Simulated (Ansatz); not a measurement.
Nb$_{2}$GaC:
```yaml
crystal:
  lattice:
    - [3.13874, 0.00000, 0.00000]
    - [-1.56937, 2.71823, 0.00000]
    - [0.00000, 0.00000, 13.55177]
  atoms:
    - { symbol: Nb, position: [0.66667, 0.33333, 0.90990] }
    - { symbol: Nb, position: [0.33333, 0.66667, 0.09010] }
    - { symbol: Nb, position: [0.33333, 0.66667, 0.40990] }
    - { symbol: Nb, position: [0.66667, 0.33333, 0.59010] }
    - { symbol: Ga, position: [0.66667, 0.33333, 0.25000] }
    - { symbol: Ga, position: [0.33333, 0.66667, 0.75000] }
    - { symbol: C, position: [0.00000, 0.00000, 0.00000] }
    - { symbol: C, position: [0.00000, 0.00000, 0.50000] }
```

Relaxed with r²SCAN. Special points in fractions of this cell's reciprocal vectors: Γ (0.000, 0.000, 0.000); M (0.500, 0.000, 0.000); K (0.333, 0.333, 0.000); A (0.000, 0.000, 0.500); L (0.500, 0.000, 0.500); H (0.333, 0.333, 0.500).

Problem. List the band energies nearest the Fermi level at these points for plane-wave PAW r²SCAN (Ansatz code).

Solution. In eV from the Fermi level; about four levels below and three above (degenerate sets whole), none deeper than 8.9 eV; points with the same levels are listed once.

```tsv
k	below	above
Γ	-0.44 -0.44 -0.40 -0.40	0.90 0.90 1.10 1.10
M	-3.11 -2.91 -1.78 -1.65	1.25 1.71 1.95
K	-1.79 -1.79 -1.34 -0.01	0.77 0.77 1.81 1.81
A	-0.42 -0.42 -0.42 -0.42	1.00 1.00 1.00 1.00
L	-3.06 -3.06 -1.72 -1.72	1.56 1.56 1.94 1.94
H	-1.68 -1.68 -0.71 -0.71	0.69 0.69 2.21 2.21
```

Space group P6_3/mmc. The first step of the workflow began from a Materials Project structure, measured or hypothetical; the Crystallography Open Database copy checked does not list it. Its standing as an ambient phase is unchecked. The cell was relaxed with r²SCAN under the symmetry of its start; whether a distortion lowers the energy is not shown. The run is not spin-polarised. Spin–orbit coupling is left out wherever it is not named.

Potentials: the earlier of the program's two PAW sets.
